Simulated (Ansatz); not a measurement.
Relaxed-ion elastic tensor of Al (hcp (Mg type), P6_3/mmc) in GPa (Voigt order), DFT-r²SCAN+D4 in the program Ansatz with PAW potentials; density 2.83 g/cm³, 15.82 Å³ per atom.

```
      1     2     3     4     5     6
-  ----  ----  ----  ----  ----  ----
1   146  68.8  57.8   0.0   0.0   0.0
2  68.8   146  57.8   0.0   0.0   0.0
3  57.8  57.8   161   0.0   0.0   0.0
4   0.0   0.0   0.0  20.5   0.0   0.0
5   0.0   0.0   0.0   0.0  20.5   0.0
6   0.0   0.0   0.0   0.0   0.0  38.7
```

**Question.** Is the crystal mechanically stable?

**Answer.** Yes: the smallest eigenvalue of C is 20.5 GPa.

**Question.** Work out the Voigt, Reuss and Hill averages.

**Answer.** K_V = 91.4, K_R = 91.3, K_H = 91.4; G_V = 33.9, G_R = 29.6, G_H = 31.7 GPa.

**Question.** Give Young's modulus, Poisson's ratio, Pugh's ratio and the universal anisotropy index.

**Answer.** E = 9KG/(3K + G) = 85.3 GPa; ν = 0.34; K/G = 2.88 (ductile by the Pugh limit of 1.75); A_U = 5G_V/G_R + K_V/K_R − 6 = 0.72.

**Question.** Estimate the sound speeds and the Debye temperature.

**Answer.** v_l = √((K + 4G/3)/ρ) = 6870 m/s, v_t = √(G/ρ) = 3350 m/s, mean 3760 m/s; Θ = (h/k)(3n/4πV)^(1/3) v_m = 446 K.

**Question.** Solve the Christoffel equation for the three sound speeds along x, y, z.

**Answer.** Eigenvalues of C_ijkl n_j n_l equal ρv². In km/s, slowest first: x 2.69, 3.69, 7.18; y 2.69, 3.69, 7.18; z 2.69, 2.69, 7.54.

**Question.** How much does each axis shrink under pressure?

**Answer.** Linear compressibilities β_i = Σ_j S_ij (j = 1 to 3): x 3.7, y 3.7, z 3.6 per TPa.

The workflow started from a Materials Project entry (that database holds measured and hypothetical structures alike); the Crystallography Open Database copy checked does not list it. It is not the phase usual at ambient conditions (space group No. 225). Symmetry was held in the r²SCAN+D4 relaxation; its stability against distortions is not shown here. The pairwise dispersion correction was not fitted to metals. As this level gives no gap, shear constants depend on the k-mesh and smearing (Fermi–Dirac, 0.1 eV here). On the denser mesh and wider smearing of the elastic run this cell carries a stress of 0.7 GPa.

Potentials: the later of the program's two PAW sets.
